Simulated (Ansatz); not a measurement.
ZnPbO3 in space group R3c (No. 161; Zn on 6a, Pb on 6a, O on 18b), r²SCAN (plane waves, PAW; program Ansatz), all energies at zero smearing, with the estimated change up to a 700 eV cutoff added, with one set of potentials and settings (totals compare only within such a set). Cell of 10 atoms (2 Zn, 2 Pb, 6 O): -33901.193 eV.

```
element                            reference phase  E (eV/atom)
-------  -----------------------------------------  -----------
Zn                   P6_3/mmc, 2 atoms in the cell   -3325.6729
Pb                      Fm-3m, 1 atoms in the cell  -11920.8594
O        C2/m, 4 atoms in the cell, spin-polarised    -566.0281
```

Formation energy per atom, worked out: (-33901.193 − 2×(-3325.6729) − 2×(-11920.8594) − 6×(-566.0281))/10 = -1.196 eV/atom (-115 kJ per mol of atoms), at 0 K, without zero-point energy or fitted corrections.

The workflow started from a Materials Project entry (that database holds measured and hypothetical structures alike); the Crystallography Open Database copy checked does not list it. With Zn and Pb taken as one species the cell has the higher symmetry R-3c, so it may be an ordered model of a mixed-site phase. Whether it is the stable phase at ambient conditions was not checked. The r²SCAN relaxation kept the symmetry of its start; of distortions, only those at the zone centre were tested. The references are the lowest solids computed at this level, not always the standard phases (solids in place of the gases). Scalar-relativistic: spin–orbit coupling is off unless named, which matters more the heavier the elements.

Potentials: the later of the program's two PAW sets.
